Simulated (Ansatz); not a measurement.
# Structure relaxation, Mo

The start is a randomly generated symmetric cell of Mo (space group No. 65). A full variable-cell relaxation at zero pressure is run with PBE (plane waves to 420 eV, PAW, scalar-relativistic; Ansatz, a quantum-chemistry and plane-wave program). First-step values are on the input's coarse k-mesh.

Ansatz input (later rounds restart from its end on a renewed k-mesh):
Ansatz 0.2 input:
```yaml
crystal:
  lattice:
    - [1.9909558, -2.0382054, 0]
    - [1.9909558, 2.0382054, 0]
    - [0, 0, 2.1166322]
  atoms:
    - { symbol: Mo, position: [0.5, 0.5, 0] }
basis: { ecutwfc: 420, ecutrho_ratio: 4, xc_grid: 2, fft_grid_basis: typed }
kpoints: { mp_grid: { grid: [11, 11, 15] } }
hamiltonian:
  xc: pbe
  dispersion: none
  pseudopotentials: { azcp: { folder: ./paw }, kind: paw }
scf: { occupations: { method: fermi_dirac, width: 0.05 } }
relax: { f_tol: 0.01, max_steps: 100, cell: { stress_tol: 0.02 } }
output: { forces: true, stress: true }
```

Question: How much energy is released per atom?

Answer: About 1.5 eV/atom.

Question: How does the volume per atom move from start to end?

Answer: -1.6 %, from 17.18 to 16.90 Å³/atom.

Question: How do the shortest distances between atoms change?

Answer: The closest pairs of elements (up to four, under 3.6 Å), start → end: Mo–Mo 2.12 → 2.53 Å.

Question: Is the relaxed structure metallic? Give its gap.

Answer: No gap (metallic).

The space group stays Cmmm (No. 65) (the run could not lower it), with 1 atom in the primitive cell. Final values are on a 19×19×18 k-mesh of the relaxed cell. The start holds a very short contact (Mo–Mo 2.12 Å). No spin polarisation in the result.

The run could not lose the symmetry of its start: the end is stationary, and may be a saddle point rather than a minimum.

The relaxed structure here is a generated cell of Mo: the first start was made by a random draw of sites in a space group, and the end was not matched to a known phase here, so it may be hypothetical. Known forms of Mo include space group No. 229.
